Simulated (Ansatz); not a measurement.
One crystal and one scan (generalised stacking-fault energy along a line) at two levels, r2SCAN (plane waves to 500 eV, PAW, scalar-relativistic; Ansatz, a quantum-chemistry and plane-wave program) and PBE (plane waves to 420 eV, PAW, scalar-relativistic; Ansatz), each from its own relaxed cell and on its own mesh. The cell shown is that of r2SCAN.

Generalised stacking fault of KBr (rock salt) on the {100} plane. The cell below holds the perfect crystal with the plane normal along z; tilting its third vector by the shift puts one fault into each cell, between planes 3.30 Å apart, at fixed cell height.

```yaml
crystal:
  lattice:
    - [4.67272, 0.00000, 0.00000]
    - [0.00000, 4.67272, 0.00000]
    - [2.33636, 2.33636, 9.91233]
  atoms:
    - { symbol: Br, position: [0.00000, 0.00000, 0.83333] }
    - { symbol: Br, position: [0.33333, 0.33333, 0.16667] }
    - { symbol: Br, position: [0.66667, 0.66667, 0.50000] }
    - { symbol: K, position: [0.50000, 0.50000, 0.83333] }
    - { symbol: K, position: [0.83333, 0.83333, 0.16667] }
    - { symbol: K, position: [0.16667, 0.16667, 0.50000] }
```

In-plane vectors a = (4.673, 0.000) Å, b = (0.000, 4.673) Å, area 21.83 Å². The shift is s times the vector a + b (length 6.608 Å), so s = 1 restores the start. The shift is rigid: no atom relaxes. γ = [E(shift) − E(0)] / area.

E is the zero-smearing estimate. KBr was relaxed with its symmetry unable to fall. Faults lie only 10.1 Å apart, and holding the cell height and the atoms raises γ above its relaxed value. Faults lie only 9.9 Å apart, and holding the cell height and the atoms raises γ above its relaxed value. Percentages come from the unrounded values. Both scans cover s from 0.000 to 0.917.

Results of r2SCAN:

| Quantity | Value |
|---|---|
| Lattice constant a (Å) | 6.608 |
| Highest computed γ on the line (mJ/m²) | 639 |
| Steepest slope dγ/d(shift) before the first maximum (spline) (GPa) | 3.3 |
| Position of the highest point | s = 0.500 |
| Local minima between the ends | no computed point is one |

Task: What does PBE give for the same quantities?

Result: 
```tsv
quantity	PBE	r2SCAN − PBE
Lattice constant a (Å)	6.705	-0.097 (-1.4 %)
Highest computed γ on the line (mJ/m²)	577	+62 (+11 %)
Steepest slope dγ/d(shift) before the first maximum (spline) (GPa)	2.9	+0.4 (+14 %)
```

r2SCAN gives the higher value for: highest computed γ on the line; steepest slope dγ/d(shift) before the first maximum. r2SCAN gives the lower value for: lattice constant a. Both give the same position of the highest point: s = 0.500. Neither level is exact: the differences show how much the result hangs on the functional.

(The slope of γ gives the shear force per area between the displaced halves; near zero shift its curvature is an elastic stiffness.)
